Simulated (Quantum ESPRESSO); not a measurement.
# LiMg3Ag3Ru: one run as intended and one with a planted mistake

Simulated, not a measurement. The program is pw.x of Quantum ESPRESSO 7.5 (plane-wave density functional theory). The cell is made up: eight metal atoms on a hexagonal close-packed lattice, with elements, volume, strain and displacements drawn at random and not relaxed, so it may be unstable or far from any real phase. PseudoDojo standard norm-conserving files set the functional (PBE unless stated); there is no spin polarisation or spin-orbit coupling, the Fermi-Dirac width of 0.25 eV means electrons at about 2900 K, and the masses in the input are unused placeholders. A spin test at this wide smearing found no moment, but such smearing suppresses magnetism that the real alloy may have.

Intended input:

```
&control calculation='scf', pseudo_dir='./dojo.nc.sr.pbe.v0_5.standard.upf', outdir='./o', disk_io='minimal', tprnfor=.true., tstress=.true. /
&system ibrav=0, nat=8, ntyp=4, nbnd=62, ecutwfc=84.00895049, nosym=.true., tot_charge=0,
 occupations='smearing', smearing='fd', degauss=0.0183746611
/
&electrons conv_thr=1.470e-08, electron_maxstep=70, mixing_beta=0.5 /
ATOMIC_SPECIES
Ag 1.0 Ag.upf
Li 1.0 Li.upf
Mg 1.0 Mg.upf
Ru 1.0 Ru.upf
CELL_PARAMETERS angstrom
2.9781 -0.0184 -0.013
-0.0319 5.3057 0.0263
-0.0411 0.048 9.4476
ATOMIC_POSITIONS angstrom
Li -0.0073 0.0951 0.0984
Mg 0.036 0.1058 4.6507
Ag -0.1035 1.6524 2.4814
Mg -0.1259 1.9137 7.16
Ag 1.5529 2.6367 0.0764
Ru 1.4601 2.6515 4.5547
Ag 1.5738 4.4587 2.3898
Mg 1.5397 4.383 7.138
K_POINTS automatic
8 5 3 1 1 1
```

The log is shortened where brackets say so; the opening notice, blank lines, dates and the lines on written files are dropped, and the path of the files is cut. It prints rydbergs, bohrs and kilobars, and counts compression as positive stress. Its total energy is the free energy E - TS of the whole cell.

Log of the intended run:

```
     Program PWSCF v.7.5
     Parallel version (MPI & OpenMP), running on       4 processor cores
     Number of MPI processes:                 4
     Threads/MPI process:                     1
     [start-up lines left out]
     bravais-lattice index     =            0
     lattice parameter (alat)  =       5.6280  a.u.
     unit-cell volume          =    1007.3140 (a.u.)^3
     number of atoms/cell      =            8
     number of atomic types    =            4
     number of electrons       =       106.00
     number of Kohn-Sham states=           62
     kinetic-energy cutoff     =      84.0090  Ry
     charge density cutoff     =     336.0358  Ry
     scf convergence threshold =      1.5E-08
     mixing beta               =       0.5000
     number of iterations used =            8  plain     mixing
     Exchange-correlation= PBE
                           (   1   4   3   4   0   0   0)
     [axes and pseudopotential details left out]
   Cartesian axes
     site n.     atom                  positions (alat units)
         1        Li     tau(   1) = (  -0.0024512   0.0319322   0.0330403  )
         2        Mg     tau(   2) = (   0.0120879   0.0355250   1.5615886  )
         3        Ag     tau(   3) = (  -0.0347527   0.5548345   0.8331920  )
         4        Mg     tau(   4) = (  -0.0422741   0.6425725   2.4041487  )
         5        Ag     tau(   5) = (   0.5214249   0.8853378   0.0256532  )
         6        Ru     tau(   6) = (   0.4902650   0.8903073   1.5293542  )
         7        Ag     tau(   7) = (   0.5284426   1.4971198   0.8024350  )
         8        Mg     tau(   8) = (   0.5169927   1.4717016   2.3967616  )
     number of k points=    60  Fermi-Dirac smearing, width (Ry)=  0.0184
                       cart. coord. in units 2pi/alat
        k(    1) = (   0.0630786   0.0562507   0.0525273), wk =   0.0333333
        k(    2) = (   0.0621676   0.0572870  -0.1576366), wk =   0.0333333
     [further k points left out]
     Dense  grid:   104807 G-vectors     FFT dimensions: (  36,  60, 108)
     Estimated max dynamical RAM per process >     344.49 MB
     Estimated total dynamical RAM >       1.27 GB
     Initial potential from superposition of free atoms
     starting charge     105.9909, renormalised to     106.0000
     Starting wfcs are   57 randomized atomic wfcs +    5 random wfcs
     total cpu time spent up to now is        4.2 secs
     per-process dynamical memory:   278.8 Mb
     Self-consistent Calculation
     iteration #  1     ecut=    84.01 Ry     beta= 0.50
     Davidson diagonalization with overlap
     ethr =  1.00E-02,  avg # of iterations =  3.7
     Threshold (ethr) on eigenvalues was too large:
     Diagonalizing with lowered threshold
     Davidson diagonalization with overlap
     ethr =  5.69E-04,  avg # of iterations =  1.4
     total cpu time spent up to now is       23.7 secs
     total energy              =   -1502.78240649 Ry
     estimated scf accuracy    <       0.62071136 Ry
     iteration #  2     ecut=    84.01 Ry     beta= 0.50
     Davidson diagonalization with overlap
     ethr =  5.86E-04,  avg # of iterations =  3.1
     total cpu time spent up to now is       35.0 secs
     total energy              =   -1502.43146681 Ry
     estimated scf accuracy    <       5.59918808 Ry
     [iterations 3 to 11 left out]
     iteration # 12     ecut=    84.01 Ry     beta= 0.50
     Davidson diagonalization with overlap
     ethr =  4.97E-10,  avg # of iterations =  1.7
     total cpu time spent up to now is      128.9 secs
     total energy              =   -1503.04411351 Ry
     estimated scf accuracy    <       0.00000027 Ry
     iteration # 13     ecut=    84.01 Ry     beta= 0.50
     Davidson diagonalization with overlap
     ethr =  2.51E-10,  avg # of iterations =  1.0
     total cpu time spent up to now is      136.9 secs
     End of self-consistent calculation
     [lines on levels left out]
!    total energy              =   -1503.04411353 Ry
     estimated scf accuracy    <          6.7E-09 Ry
     smearing contrib. (-TS)   =      -0.06836561 Ry
     internal energy E=F+TS    =   -1502.97574792 Ry
     The total energy is F=E-TS. E is the sum of the following terms:
     one-electron contribution =    -996.61090388 Ry
     hartree contribution      =     518.71384568 Ry
     xc contribution           =    -223.87105835 Ry
     ewald contribution        =    -801.20763136 Ry
     convergence has been achieved in  13 iterations
     Forces acting on atoms (cartesian axes, Ry/au):
     atom    1 type  2   force =     0.00532594   -0.00249059    0.00647343
     atom    2 type  3   force =     0.00347407   -0.01235370    0.00365035
     atom    3 type  1   force =     0.01138266    0.02005363   -0.03034437
     atom    4 type  3   force =     0.01051131   -0.01445450   -0.02583537
     atom    5 type  1   force =    -0.00654387    0.00340140   -0.00122047
     atom    6 type  4   force =    -0.00331509    0.01557250    0.06330809
     atom    7 type  1   force =    -0.00991576   -0.01682134   -0.00776710
     atom    8 type  3   force =    -0.01091925    0.00709260   -0.00826457
     Total force =     0.087696     Total SCF correction =     0.000584
     Computing stress (Cartesian axis) and pressure
          total   stress  (Ry/bohr**3)                   (kbar)     P=      -17.64
  -0.00014090   0.00001010  -0.00000338          -20.73        1.49       -0.50
   0.00001010  -0.00016384  -0.00003784            1.49      -24.10       -5.57
  -0.00000338  -0.00003784  -0.00005499           -0.50       -5.57       -8.09
     init_run     :      3.84s CPU      4.04s WALL (       1 calls)
     electrons    :    131.31s CPU    132.72s WALL (       1 calls)
     forces       :      1.28s CPU      1.29s WALL (       1 calls)
     stress       :      4.39s CPU      4.40s WALL (       1 calls)
     [timing details left out]
     PWSCF        :   2m20.94s CPU   2m22.63s WALL
     JOB DONE.
```

A second run has one planted mistake: one atom is of a wrong element. The input lines that differ:

```
- &system ibrav=0, nat=8, ntyp=4, nbnd=62, ecutwfc=84.00895049, nosym=.true., tot_charge=0,
+ &system ibrav=0, nat=8, ntyp=5, nbnd=59, ecutwfc=84.00895049, nosym=.true., tot_charge=0,
+ Al 1.0 Al.upf
- Mg -0.1259 1.9137 7.16
+ Al -0.1259 1.9137 7.16
```

Its log:

```
     Program PWSCF v.7.5
     Parallel version (MPI & OpenMP), running on       4 processor cores
     Number of MPI processes:                 4
     Threads/MPI process:                     1
     [start-up lines left out]
     bravais-lattice index     =            0
     lattice parameter (alat)  =       5.6280  a.u.
     unit-cell volume          =    1007.3140 (a.u.)^3
     number of atoms/cell      =            8
     number of atomic types    =            5
     number of electrons       =        99.00
     number of Kohn-Sham states=           59
     kinetic-energy cutoff     =      84.0090  Ry
     charge density cutoff     =     336.0358  Ry
     scf convergence threshold =      1.5E-08
     mixing beta               =       0.5000
     number of iterations used =            8  plain     mixing
     Exchange-correlation= PBE
                           (   1   4   3   4   0   0   0)
     [axes and pseudopotential details left out]
   Cartesian axes
     site n.     atom                  positions (alat units)
         1        Li     tau(   1) = (  -0.0024512   0.0319322   0.0330403  )
         2        Mg     tau(   2) = (   0.0120879   0.0355250   1.5615886  )
         3        Ag     tau(   3) = (  -0.0347527   0.5548345   0.8331920  )
         4        Al     tau(   4) = (  -0.0422741   0.6425725   2.4041487  )
         5        Ag     tau(   5) = (   0.5214249   0.8853378   0.0256532  )
         6        Ru     tau(   6) = (   0.4902650   0.8903073   1.5293542  )
         7        Ag     tau(   7) = (   0.5284426   1.4971198   0.8024350  )
         8        Mg     tau(   8) = (   0.5169927   1.4717016   2.3967616  )
     number of k points=    60  Fermi-Dirac smearing, width (Ry)=  0.0184
                       cart. coord. in units 2pi/alat
        k(    1) = (   0.0630786   0.0562507   0.0525273), wk =   0.0333333
        k(    2) = (   0.0621676   0.0572870  -0.1576366), wk =   0.0333333
     [further k points left out]
     Dense  grid:   104807 G-vectors     FFT dimensions: (  36,  60, 108)
     Estimated max dynamical RAM per process >     339.11 MB
     Estimated total dynamical RAM >       1.25 GB
     Initial potential from superposition of free atoms
     starting charge      98.9892, renormalised to      99.0000
     Starting wfcs are   56 randomized atomic wfcs +    3 random wfcs
     total cpu time spent up to now is        4.3 secs
     per-process dynamical memory:   265.7 Mb
     Self-consistent Calculation
     iteration #  1     ecut=    84.01 Ry     beta= 0.50
     Davidson diagonalization with overlap
     ethr =  1.00E-02,  avg # of iterations =  3.5
     Threshold (ethr) on eigenvalues was too large:
     Diagonalizing with lowered threshold
     Davidson diagonalization with overlap
     ethr =  6.68E-04,  avg # of iterations =  1.3
     total cpu time spent up to now is       22.8 secs
     total energy              =   -1388.59117868 Ry
     estimated scf accuracy    <       0.68171541 Ry
     iteration #  2     ecut=    84.01 Ry     beta= 0.50
     Davidson diagonalization with overlap
     ethr =  6.89E-04,  avg # of iterations =  3.5
     total cpu time spent up to now is       33.6 secs
     total energy              =   -1388.42580486 Ry
     estimated scf accuracy    <       3.29258607 Ry
     [iterations 3 to 11 left out]
     iteration # 12     ecut=    84.01 Ry     beta= 0.50
     Davidson diagonalization with overlap
     ethr =  3.03E-10,  avg # of iterations =  1.6
     total cpu time spent up to now is      125.9 secs
     total energy              =   -1388.88817962 Ry
     estimated scf accuracy    <       0.00000004 Ry
     iteration # 13     ecut=    84.01 Ry     beta= 0.50
     Davidson diagonalization with overlap
     ethr =  4.36E-11,  avg # of iterations =  2.0
     total cpu time spent up to now is      134.3 secs
     End of self-consistent calculation
     [lines on levels left out]
!    total energy              =   -1388.88817963 Ry
     estimated scf accuracy    <          3.0E-09 Ry
     smearing contrib. (-TS)   =      -0.06770953 Ry
     internal energy E=F+TS    =   -1388.82047010 Ry
     The total energy is F=E-TS. E is the sum of the following terms:
     one-electron contribution =   -1046.74945606 Ry
     hartree contribution      =     546.13539846 Ry
     xc contribution           =    -210.05244892 Ry
     ewald contribution        =    -678.15396358 Ry
     convergence has been achieved in  13 iterations
     Forces acting on atoms (cartesian axes, Ry/au):
     atom    1 type  3   force =     0.00515181    0.00045986    0.00329239
     atom    2 type  4   force =     0.00291731   -0.01037779    0.00549532
     atom    3 type  1   force =     0.01149896    0.02164622   -0.03080731
     atom    4 type  2   force =     0.00702278   -0.01400149   -0.03434713
     atom    5 type  1   force =    -0.00507833    0.00107094   -0.01160755
     atom    6 type  5   force =    -0.00183732    0.01138354    0.08426171
     atom    7 type  1   force =    -0.01008863   -0.01769939   -0.00900929
     atom    8 type  4   force =    -0.00958659    0.00751813   -0.00727813
     Total force =     0.106072     Total SCF correction =     0.000332
     Computing stress (Cartesian axis) and pressure
          total   stress  (Ry/bohr**3)                   (kbar)     P=      -42.22
  -0.00029496   0.00001517  -0.00000035          -43.39        2.23       -0.05
   0.00001517  -0.00031601  -0.00002895            2.23      -46.49       -4.26
  -0.00000035  -0.00002895  -0.00025008           -0.05       -4.26      -36.79
     init_run     :      3.88s CPU      4.09s WALL (       1 calls)
     electrons    :    128.77s CPU    130.04s WALL (       1 calls)
     forces       :      1.34s CPU      1.36s WALL (       1 calls)
     stress       :      4.64s CPU      4.64s WALL (       1 calls)
     [timing details left out]
     PWSCF        :   2m18.85s CPU   2m20.36s WALL
     JOB DONE.
```

|  | intended run | run with the mistake |
| --- | --- | --- |
| free energy (eV) | -20449.957 | -18896.786 |
| entropy term -TS, part of it (eV) | -0.930 | -0.921 |
| pressure (GPa) | -1.76 | -4.22 |
| size of the largest force component (eV/Å) | 1.628 | 2.166 |
| largest change of a force component (eV/Å) |  | 0.539 |
| iterations | 13 | 13 |

For scale, a rerun of the intended cell at a higher cutoff and on a denser mesh moved values by no more than 0.004 eV in energy, 0.08 GPa in stress and 0.013 eV/Å in force, and a second program with other atomic files agreed on that cell to 2 % rms in force and 0.5 GPa in pressure. Files of another functional or element have another zero of energy, so the energy change says nothing on stability. The number of bands, nbnd, was set by rule from the electron count, so it follows the mistake.